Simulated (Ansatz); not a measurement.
**What settings do to one calculation: As started on a C site next to a Sn vacancy in zincblende SnC, 15 atoms, charge −1**

Ansatz (PAW, plane waves), atoms fixed. The base input:

```yaml
crystal:
  lattice:
    - [0.000000, 5.033980, 5.033980]
    - [5.033980, 0.000000, 5.033980]
    - [5.033980, 5.033980, 0.000000]
  atoms:
    - { symbol: Sn, position: [0.022029, 0.006947, 0.987727] }
    - { symbol: Sn, position: [0.990161, 0.000368, 0.516485] }
    - { symbol: Sn, position: [0.495868, 0.492510, 0.004330], spin: 0.286 }
    - { symbol: Sn, position: [0.994205, 0.492755, 0.010454] }
    - { symbol: Sn, position: [0.514658, 0.983804, 0.506383], spin: 0.286 }
    - { symbol: Sn, position: [0.506417, 0.984135, 0.010770] }
    - { symbol: Sn, position: [0.999756, 0.499523, 0.483246], spin: 0.286 }
    - { symbol: C, position: [0.115540, 0.122804, 0.126946] }
    - { symbol: C, position: [0.119264, 0.124767, 0.644277] }
    - { symbol: C, position: [0.635994, 0.629817, 0.114539], spin: 0.286 }
    - { symbol: C, position: [0.106879, 0.622723, 0.143354] }
    - { symbol: C, position: [0.604620, 0.117242, 0.645543], spin: 0.286 }
    - { symbol: C, position: [0.618236, 0.121186, 0.131864] }
    - { symbol: C, position: [0.131432, 0.624524, 0.617567], spin: 0.286 }
    - { symbol: As, position: [0.650251, 0.616318, 0.612479], spin: 0.286 }
kpoints:
  mp_grid: { grid: [2, 2, 2], shift: [0.5, 0.5, 0.5] }
hamiltonian:
  xc: pbesol
total_charge: -1
magnetization:
  spin_polarized: true
scf:
  occupations: { method: fermi_dirac, width: 0.01 }
output:
  forces: true
  eigenvalues: true
  populations: true
  charged_corrections: { epsilon: 9 }
```

Command:

```sh
ansatz run in.yaml --threads 7 --pin off --max-ram 13300MiB --runs-dir r --events-out ev --progress --plain
```

It converged in 22 iterations and 8.1 s of wall time on 7 threads of a Neoverse-V2 processor, on a host shared with other runs; peak host memory 1.2 GiB; largest force component 10.32 eV/Å. The cutoff was the default, 420 eV. The base isn't a converged reference: it has few k points, and its atoms are unrelaxed, some of them close together. Each run below changes the keys shown and caps the iterations.

```tsv
run	changed	ending	iterations	free energy less the base (meV per atom)	rms change of forces (eV/Å)	change of pressure (GPa)	wall time (s, shared host)
1	xc_grid 2 (2 is the default), max_iter 80	converged	22	0.0	0.000	–	6.4 CPU
2	occupations gaussian, max_iter 9	not converged	–	–	–	–	–
3	ecutwfc 120 eV, max_iter 90	converged	16	63594.7	3.727	–	1.7 CPU
4	n_extra_bands 60, xc_grid 2 (2 is the default), max_iter 50	converged	24	0.0	0.000	–	9.2 CPU
5	ecutrho_ratio 3, n_extra_bands 0, max_iter 70, total_charge 5	refused	–	–	–	–	–
6	max_iter 9	not converged	–	–	–	–	–
7	accuracy high, max_iter 60, total_charge -3	converged	21	other zero	0.665	–	6.8 CPU
8	xc rpbe, ecutrho_ratio 2, max_iter 100	converged	29	other zero	0.221	–	8.9 CPU
```

«Other zero»: another functional, charge or dispersion term moves the zero of energy, so the difference says nothing of accuracy.

Question: Which changes leave the result alone, and which of the same physical model moves the forces most?

Answer: The forces move by under 0.002 eV/Å in runs 1, 4. Run 3 (ecutwfc 120 eV, max_iter 90) moves them most among the runs with the same functional, charge and dispersion term, by 3.727 eV/Å.

Question: Why did some runs give no result?

Answer: - run 2: did not converge after 9 iterations: dr2 = 2.88e-3 (threshold 1.00e-7), under the density mixer `msr1`, which `scf.mixing.algorithm: auto` chose by the deck's other keys (type `scf.mixing.algorithm: msr1` to keep it);
- run 5: inconsistent input (scf.n_extra_bands): n_bands = 68 cannot host the net starting moment |Σ_I m_I| = 2.0020 μB: with N_el = 136 the majority spin channel must hold (N_el + |M|)/2 = 69.0010 electrons at no more than one per band — at least 70 bands (68 bands …
- run 6: did not converge after 9 iterations: dr2 = 1.82e-3 (threshold 1.00e-7), under the density mixer `msr1`, which `scf.mixing.algorithm: auto` chose by the deck's other keys (type `scf.mixing.algorithm: msr1` to keep it);
